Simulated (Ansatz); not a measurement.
An Ansatz input:

```yaml
crystal:
  lattice:
    - [4.3003678412, 0.0, 0.0]
    - [-2.1501839206, 3.724227796, 0.0]
    - [0.0, 0.0, 2.6394002605]
  atoms:
    - { symbol: Rh, position: [1.0, 0.0, 0.0], spin: 1.0 }
    - { symbol: Rh, position: [0.3333333333, 0.6666666667, 0.5], spin: 1.0 }
    - { symbol: Rh, position: [0.6666666667, 0.3333333333, 0.5], spin: 1.0 }
hamiltonian:
  xc: mr2scan
  pseudopotentials:
    kind: paw
    azcp:
      Rh: "pseudopotentials/Rh.paw.azcp"
basis:
  ecutwfc: 500
  fft_grid_basis: typed
kpoints:
  mp_grid: { grid: [11, 11, 16], shift: [0, 0, 0] }
magnetization:
  spin_polarized: true
scf:
  occupations: { method: fermi_dirac, width: 0.05 }
```

and its output:

```
Engine: ansatz 0.2.0, aarch64-unknown-linux-gnu
Pseudopotentials: kind: paw
Pseudopotential: Rh, paw, valence charge 17, recommended cutoff 500 eV (meta_gga) 
Functional definition: m-r2SCAN
  exchange = m_r2scan_x
  correlation = m_r2scan_c
Crystal: 3 atoms, lattice volume = 42.271 Å³
Basis set: ecut = 500 eV, 1095 PW (Γ), exchange–correlation on 128×128×80 points (64 copies of the dense FFT grid, shifted against one another)
Bands: 33, of which v1, the nominal top of the filled ones, is band 26 counted from 1 (25 counted from 0)
Symmetry: 24 space group operations
Space group: P6/mmm (ITA 191), of the structure as read, at distance tolerance 3.5e-5 Å
Magnetic group: BNS 191.233 (UNI 1463), of the structure as read, at distance tolerance 3.5e-5 Å
k-points: 144 of 1936
Non-local potential: Rh, projectors of the file, l = 0: 3, l = 1: 2, l = 2: 2, l = 3: 1
PAW form: soft (Blöchl's): semilocal exchange-correlation on the pseudo side does not see the compensation charge
PAW frozen core: Rh, regenerated for the run's functional (the file was generated under x = pbe(κ = 0.804, μ = 0.2195149727645171), c = pbe(β = 0.06672455060314922))
PAW one-centre angular grid: Rh, 590 points (default); XC on 160 Gauss nodes
Initial density: superposition of atomic densities (chi_scale 0.1, normalization cell)
Starting moments: Σ|m| = 3 μB on 3 of 3 sites
Initial wavefunctions: pseudopotential atomic-orbital guess
Functional: x = mr2scan, c = mr2scan; τ floored in thin density (d = 2e-4 eV/Å³)
SCF iter   1: F=—  HF=-19246.373876 eV  |F-HF|=—  |Δ(HF+E_count)|=         —  Δρ=5.37e-2 (↑5.37e-2 ↓4.30e-2)  dr2=3.48e0  dr2_τ=2.70e-2  dr2_m=7.68e-2  M=2.231 μB ∫|m|=2.231 μB  β_m=1.00  ethr=3.10e-3  ⟨swp⟩=5.2  Hψ=33924  notcnv=0  defer=3
Mixer restart at iter 1: flushing history
SCF iter   2: F=—  HF=-19245.242186 eV  |F-HF|=—  |Δ(HF+E_count)|=    1.13e0  Δρ=2.95e-2 (↑2.95e-2 ↓2.81e-2)  dr2=1.32e0  dr2_τ=1.38e-2  dr2_m=3.10e-3  M=2.021 μB ∫|m|=2.040 μB  β_m=0.74  ethr=3.10e-3  ⟨swp⟩=2.4  Hψ=15451  notcnv=0  defer=328  κ⁻¹=1.0e0(r=1)
SCF iter   3: F=—  HF=-19244.949656 eV  |F-HF|=—  |Δ(HF+E_count)|=   2.93e-1  Δρ=9.92e-3 (↑9.15e-3 ↓9.92e-3)  dr2=6.70e-2  dr2_τ=1.52e-3  dr2_m=8.02e-3  M=1.704 μB ∫|m|=1.787 μB  β_m=1.00  ethr=2.58e-3  ⟨swp⟩=2.3  Hψ=15550  notcnv=0  defer=328  κ⁻¹=4.3e-2(r=2)
SCF iter   4: F=—  HF=-19245.516352 eV  |F-HF|=—  |Δ(HF+E_count)|=         —  Δρ=5.05e-2 (↑4.77e-2 ↓5.05e-2)  dr2=2.61e-2  dr2_τ=7.74e-2  dr2_m=9.11e-1  M=-0.298 μB ∫|m|=0.298 μB  β_m=1.00  ethr=1.31e-4  ⟨swp⟩=2.5  Hψ=17557  notcnv=0  defer=334
Mixer restart at iter 4: flushing history
SCF iter   5: F=—  HF=-19245.134111 eV  |F-HF|=—  |Δ(HF+E_count)|=   3.82e-1  Δρ=4.86e-3 (↑4.86e-3 ↓4.16e-3)  dr2=1.19e-2  dr2_τ=7.95e-4  dr2_m=6.06e-3  M=-0.100 μB ∫|m|=0.100 μB  β_m=0.45  ethr=9.80e-5  ⟨swp⟩=2.1  Hψ=18298  notcnv=0  defer=332
SCF iter   6: F=—  HF=-19245.133801 eV  |F-HF|=—  |Δ(HF+E_count)|=   3.10e-4  Δρ=3.31e-3 (↑3.31e-3 ↓2.98e-3)  dr2=2.61e-3  dr2_τ=2.09e-4  dr2_m=3.44e-3  M=-0.066 μB ∫|m|=0.066 μB  β_m=0.44  ethr=2.32e-5  ⟨swp⟩=2.4  Hψ=15081  notcnv=0  defer=310  κ⁻¹=1.0e0(r=1)
...
SCF iter  20: F=—  HF=-19245.132447 eV  |F-HF|=—  |Δ(HF+E_count)|=   1.18e-7  Δρ=3.59e-6 (↑3.59e-6 ↓3.59e-6)  dr2=3.18e-11  dr2_τ=4.69e-10  dr2_m=4.98e-9  M=-0.000 μB ∫|m|=0.000 μB  β_m=1.00  ethr=2.66e-12  ⟨swp⟩=3.3  Hψ=20662  notcnv=0  defer=300  κ⁻¹=2.3e-6(r=8)
SCF iter  21: F=—  HF=-19245.132447 eV  |F-HF|=—  |Δ(HF+E_count)|=   1.95e-8  Δρ=1.44e-6 (↑1.44e-6 ↓1.31e-6)  dr2=4.86e-11  dr2_τ=6.76e-11  dr2_m=7.21e-10  M=-0.000 μB ∫|m|=0.000 μB  β_m=1.00  ethr=1.00e-12  ⟨swp⟩=2.0  Hψ=17220  notcnv=0  defer=300  κ⁻¹=1.7e-6(r=8)
SCF iter  22: F=—  HF=-19245.132447 eV  |F-HF|=—  |Δ(HF+E_count)|=   2.98e-9  Δρ=4.13e-7 (↑3.84e-7 ↓4.13e-7)  dr2=1.01e-11  dr2_τ=4.61e-12  dr2_m=5.34e-11  M=0.000 μB ∫|m|=0.000 μB  β_m=1.00  ethr=1.00e-12  ⟨swp⟩=2.0  Hψ=16439  notcnv=0  defer=300  κ⁻¹=4.8e-6(r=8)
SCF iter  23: F=-19245.132447 eV  HF=-19245.132447 eV  |F-HF|=2.15e-10  |Δ(HF+E_count)|=  1.35e-10  Δρ=3.88e-7 (↑3.88e-7 ↓3.19e-7)  dr2=2.43e-10  dr2_τ=4.20e-12  dr2_m=2.08e-11  M=-0.000 μB ∫|m|=0.000 μB  ethr=1.00e-12  ⟨swp⟩=1.0  Hψ=25597  notcnv=0
SCF 1 converged in 23 iterations: F = -19245.132447 eV  dr2 = 2.43e-10
WARN: the starting moments were not kept: the SCF closed with an absolute magnetisation of 2.7e-5 μB, where they sum to 3 μB in size (3 sites). That is at most 0.1 of that sum. Measured as dr2_m measures the in/out step, that magnetisation stands 1.8e-10 eV from none, at or under the dr2_threshold of 1.0e-7 eV: it is no larger than a step whose dr2_m would equal this threshold. The system may hold no moment; this SCF shows only that its start led to no more than that. To try another start: raise the starting moments (crystal.atoms[].spin, magnetization.per_species, magnetization.initial_magnetization, or on a non-collinear deck that types none of these the spinor_matrix: blocks that start its atoms; where the total moment is fixed, keep their sum and leave initial_magnetization as it is; typed ones take the place of any that the run laid by itself, positive ones on a crystal's lanthanoids without a Hubbard term where scf.initial_density.shell_occupations: [] is typed) or, if the notice of its spin-set hold's release reads "site moments contracting" or "site moments show no strong build", lengthen the hold (scf.mixing.spin_hold: { on: { confirm: 4 } }; for m-r²SCAN on two components see the key's manual first). Each may lead to a state that holds a moment. A second SCF, from the converged charge density, with the starting moments and any scf.initial_density.shell_occupations laid on it anew, would have followed, and was not run: the deck does not ask for one (magnetization.retry_lost_moments is false, the default). To let it run, set magnetization.retry_lost_moments: true and run the deck again, where that key's refused combinations let it; where memory then withholds it, that run's warning says so.
this state was not tested for a lower state beside it, because the mixer in use, unlike msr1, does not test its closes by its own steps (another_mixer; see scf.mixing.algorithm and scf.lower_state_search)
SCF converged after 23 iterations
Magnetization: -0.0000 μB (25.5000 up, 25.5000 down)
Absolute magnetization: 0.0000 μB (∫|ρ↑−ρ↓|, with the PAW one-centre terms)
Spin contamination: 0.0000 ħ² per cell (⟨S²⟩ above its minimum at these occupations)
Per-site moments (μB) at R_I (Å): [(-1.0468439417232737e-5, 1.0887526074562501), (-7.990270264758449e-6, 1.024162643913316), (-7.990270264675323e-6, 1.024162643913316)]
Free energy (F): -19245.132447 eV
Harris-Foulkes:  -19245.132447 eV  (|F-HF|=2.15e-10)
Internal energy: -19245.086292 eV  (E = F + TS)
E sigma→0 (E₀):  -19245.109370 eV
Entropy (-TS):   -0.046155 eV (-15.385 meV/atom)
Fermi energy:    21.548467 eV
--- Per-component energies (eV) ---
  E_band       = -335.781856
  E_kinetic    = 1719.618501
  E_local      = -4813.087037  (includes V_loc(G=0)·N_el)
  E_nonlocal   = 1068.245886
  E_hartree    = 1696.262650
  E_xc         = -649.651180
  E_vxc        = -941.190596  (∫ρ·V_xc dr)
  E_paw        = -10813.547135  (= ΣΔE_a)
  E_vpaw       = -825.577356  (= ΣTr[D̂ρ^β])
  E_aug_tail   = 0.001849  (compensation charges beyond the density's cutoff)
  E_vtau       = 63.681625  (kinetic-family band-sum trace: ∫τ·v_τ [+ j·A + Jᵃ·Aᵃ] dr)
  E_ewald      = -7451.819948
  E_core_change = -1.109878  (= ΣΔE_core)
  E_smearing   = -0.046155  (= −TS)
  E_closure    = -0.000000  (closes the sum)
  Σ components = -19245.132447   (vs F -19245.132447, Δ=0.00e0)
```
